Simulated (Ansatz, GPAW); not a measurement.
## Cost and result for the band gap of Hf2Pd2Se2Br2O3

```cif
data_structure
_symmetry_space_group_name_H-M 'Cm'
_symmetry_Int_Tables_number 8
_cell_length_a 15.3545
_cell_length_b 3.4194
_cell_length_c 13.2076
_cell_angle_alpha 90.000
_cell_angle_beta 107.626
_cell_angle_gamma 90.000
_cell_volume 660.89
loop_
_atom_site_label
_atom_site_type_symbol
_atom_site_symmetry_multiplicity
_atom_site_Wyckoff_symbol
_atom_site_fract_x
_atom_site_fract_y
_atom_site_fract_z
_atom_site_occupancy
Hf1 Hf 2 a 0.05486 0.00000 0.93856 1
Hf2 Hf 2 a 0.39372 0.00000 0.71691 1
Pd1 Pd 2 a 0.32080 0.50000 0.49036 1
Pd2 Pd 2 a 0.17714 0.50000 0.25693 1
Se1 Se 2 a 0.07768 0.00000 0.15434 1
Se2 Se 2 a 0.21009 0.00000 0.41200 1
Br1 Br 2 a 0.41355 0.00000 0.95480 1
Br2 Br 2 a 0.25396 0.50000 0.71349 1
O1 O 2 a 0.40299 0.00000 0.57873 1
O2 O 2 a 0.11446 0.50000 0.92698 1
O3 O 2 a 0.46906 0.50000 0.77831 1
```

The cell comes from a database or a generator and needn't be the stable form of this composition.

| rung | level | program and potentials | cutoff (eV) | k mesh | task | core time | chip | band gap (eV) | notes |
| --- | --- | --- | --- | --- | --- | --- | --- | --- | --- |
| GGA | PBE | GPAW, GPAW PAW data sets (gpaw-data 1.2.1) | 800 | 4 × 4 × 1 | single point | 10 min | Arm Neoverse V1 | 0.88 | coarse mesh; 9.09 valence electrons an atom on average |
| GGA + U (6 eV) | PBE+U (Hf d U = 6 eV, Pd d U = 6 eV, fll (the default)) | Ansatz, Ansatz PAW | 420 | 8 × 8 × 2 | projected density of states | 17 min | Arm Neoverse V1 | 1.27 | 13.82 valence electrons an atom on average |
| GGA + U (8 eV) | PBE+U (Hf d U = 8 eV, Pd d U = 8 eV, fll (the default)) | Ansatz, Ansatz PAW | 420 | 8 × 8 × 2 | projected density of states | 18 min | Arm Neoverse V1 | 1.29 | 13.82 valence electrons an atom on average |
| GGA + U (2 eV) | PBE+U (Hf d U = 2 eV, Pd d U = 2 eV, fll (the default)) | Ansatz, Ansatz PAW | 420 | 8 × 8 × 2 | projected density of states | 18 min | Arm Neoverse V1 | 1.06 | 13.82 valence electrons an atom on average |
| GGA + U (4 eV) | PBE+U (Hf d U = 4 eV, Pd d U = 4 eV, fll (the default)) | Ansatz, Ansatz PAW | 420 | 8 × 8 × 2 | projected density of states | 19 min | Arm Neoverse V1 | 1.20 | 13.82 valence electrons an atom on average |
| hybrid | r2SCAN0 | Ansatz, Ansatz PAW | 500 | 4 × 4 × 1 | single point | 22 min | Arm Neoverse V1 | 2.61 | coarse mesh; potentials made for PBE, which Ansatz adapts in part; 13.82 valence electrons an atom on average |
| GGA | RPBE | Ansatz, all-electron LAPW, scalar-relativistic | - | 6 × 6 × 2 | band structure | 63 min | AMD EPYC 7R13 Zen 3 | 0.68 | - |

Times are single runs on shared hosts and different chips, so they are rough; meshes, cutoffs and the tasks' sizes weigh on the time. All rows: no spin polarisation. Gaps are the least found on the k mesh or the band path, and a mesh can miss the band edges. Meshes differ between rows, which moves values too. All levels ran on this one cell, unrelaxed unless noted. Meshes are those of the run's cell of 11 atoms unless a note names another. Runs on faulty files, with rough fits or with known faults for this quantity aren't shown. No row holds spin-orbit coupling.

By rung: GGA + U (6 eV) 1.27; GGA + U (8 eV) 1.29; GGA + U (2 eV) 1.06; GGA + U (4 eV) 1.20; GGA 0.68; GGA on coarse meshes 0.88; hybrid on coarse meshes 2.61 (eV).
